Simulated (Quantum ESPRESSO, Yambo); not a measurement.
# MgTe under isotropic strain

```
MgTe
1.0
    0.00000     3.21929     3.21929
    3.21929     0.00000     3.21929
    3.21929     3.21929     0.00000
Mg Te
1 1
Direct
  0.00000   0.00000   0.00000
  0.25000   0.25000   0.25000
```

MgTe (zinc blende, space group F-43m, No. 216) under isotropic strain (on all lattice vectors), counted from the cell relaxed with PBEsol, atoms relaxed at each step. PBEsol (Quantum ESPRESSO, PseudoDojo norm-conserving, 84 Ry, without SOC); G0W0 and BSE in Yambo (4×4×4 Γ-centred k mesh, bands 5 to 124 and a 8 Ry block in the screening, 124 bands in G with the Bruneval-Gonze terminator, plasmon pole fitted at 27.2 eV; BSE 6×6×6 mesh, 3 valence and 7 conduction bands, static screening with 36 bands and a 4 Ry block, scissor from each state's G0W0).

```csv
strain (%),pressure (GPa),PBEsol gap (eV),kind,G0W0 direct gap (eV),lowest vertical BSE state (eV),RPA ε∞ along x
-3,4.0,2.57,indirect,4.43 at Γ,not resolved,–
-1.5,1.8,2.54,direct,4.21 at Γ,not resolved,–
-0.7,0.8,2.43,direct,4.08 at Γ,not resolved,–
0,0.0,2.34,direct,3.98 at Γ,not resolved,–
+1,-1.0,2.21,direct,3.84 at Γ,not resolved,–
+2,-1.9,2.09,direct,3.69 at Γ,not resolved,–
```

Between -0.7 % and +1 % the direct gap at Γ has a volume deformation potential dE/dlnV of -4.7 eV in G0W0 and -4.3 eV in PBEsol.

Between -3 % and -1.5 % the PBEsol gap turns from indirect to direct. GW, BSE and RPA settings are held fixed; their convergence isn't established. Strains are linear. Without spin-orbit coupling, band edges of such heavy elements can be off by tenths of an eV.

The standard potential for Te keeps a d shell in the valence without the s and p states of that shell. In tests on such compounds this moved G0W0 gaps by up to about 0.9 eV, so absolute quasiparticle energies here are unreliable; differences between settings are what counts.

This is not the ordinary phase of the substance; no match was found in the copy of COD used, and its stability was not checked.
